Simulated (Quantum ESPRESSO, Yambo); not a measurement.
## Levels of theory for the gap of Mg₂ZnO₃

Mg2ZnO3 (space group P-3m1, No. 164): one geometry, one set of PBEsol (pw.x of Quantum ESPRESSO, ONCV potentials, without SOC) orbitals, self-energies from Yambo (6×6×2 Γ-centred k mesh, bands 7 to 125 and a 8 Ry block in the screening, 125 bands in G with the Bruneval-Gonze terminator, plasmon pole fitted at 27.2 eV).

The geometry is that of Materials Project entry mp-1222123, symmetrised and not relaxed again.

| level | gap A → Γ (eV) | direct gap at Γ (eV) | rough Yambo cost |
|---|---|---|---|
| PBEsol (Quantum ESPRESSO) | 2.84 | 2.93 | – |
| exchange only (Hartree-Fock self-energy on PBEsol orbitals) | 12.68 | 12.86 | about 1/10 (12 states) |
| static COHSEX@PBEsol | 5.55 | 5.65 | within a factor of two (3 states) |
| G0W0@PBEsol, plasmon pole | 4.72 | 4.82 | 1 (12 states) |

Bare exchange has no screening and gives the widest gap; static COHSEX screens it but leaves out the frequency dependence, which G0W0 restores.

Costs are rough ratios of core time on shared machines.

Nearest settings tried, and what they do to the gap: 3 Ry block (39 vectors against 163): -79 meV. Not varied: bands in G, bands in W, mesh. So the settings aren't converged at that level. Oxides, nitrides and fluorides with a shallow 3d shell are known to need far more bands and larger blocks.

The structure is a Materials Project entry; no match was found in the copy of COD used, and its stability was not checked.
